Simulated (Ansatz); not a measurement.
Cu₃Sn:
```cif
data_Cu6Sn2
_chemical_formula_sum 'Cu6 Sn2'
_space_group_name_H-M_alt 'P63/mmc'
_space_group_IT_number 194
_space_group_name_Hall '-P 6c 2c'
_cell_length_a 5.48590
_cell_length_b 5.48590
_cell_length_c 4.24543
_cell_angle_alpha 90.000
_cell_angle_beta 90.000
_cell_angle_gamma 120.000
loop_
_atom_site_label
_atom_site_type_symbol
_atom_site_symmetry_multiplicity
_atom_site_Wyckoff_symbol
_atom_site_fract_x
_atom_site_fract_y
_atom_site_fract_z
_atom_site_occupancy
Cu1 Cu 6 h 0.31136 0.15568 0.25000 1
Sn1 Sn 2 c 0.33333 0.66667 0.25000 1
```

Relaxed at zero pressure with PBEsol (plane waves, PAW; program Ansatz).

Q: The volume is lowered by 3 % and shape and atoms relax at that volume. What pressure results, and how do the axes share the change?

A: 4.2 GPa; a -1.2 %, b -1.2 %, c -0.7 %; the energy rises by 5 meV/atom.

Q: Give the new structure.

A: 
Space group P6₃/mmc (No. 194); a = b = 5.4223 Å, c = 4.2153 Å, α = β = 90.00°, γ = 120.00°

```json
[
 {"atom": "Cu", "site": "6h", "symmetry": "mm2", "x": "0.3130", "y": "0.1565", "z": "0.2500"},
 {"atom": "Sn", "site": "2c", "symmetry": "-6m2", "x": "0.3333", "y": "0.6667", "z": "0.2500"}
]
```

The phase is kept; no other phase was compared at this pressure.

Space group P6_3/mmc. The workflow started from a Materials Project entry (that database holds measured and hypothetical structures alike); the Crystallography Open Database copy checked does not list it. COD files the formula under space group No. 59, 63, so this cell is another polymorph or a model. Its standing as an ambient phase is unchecked. The PBEsol relaxation kept the symmetry of its start; of distortions, only those at the zone centre were tested. The run is not spin-polarised. Axis ratios of metals converge slowly with the k-mesh, so a and c are less sure than the volume. Spin–orbit coupling is left out wherever it is not named.

Potentials: the later of the program's two PAW sets.
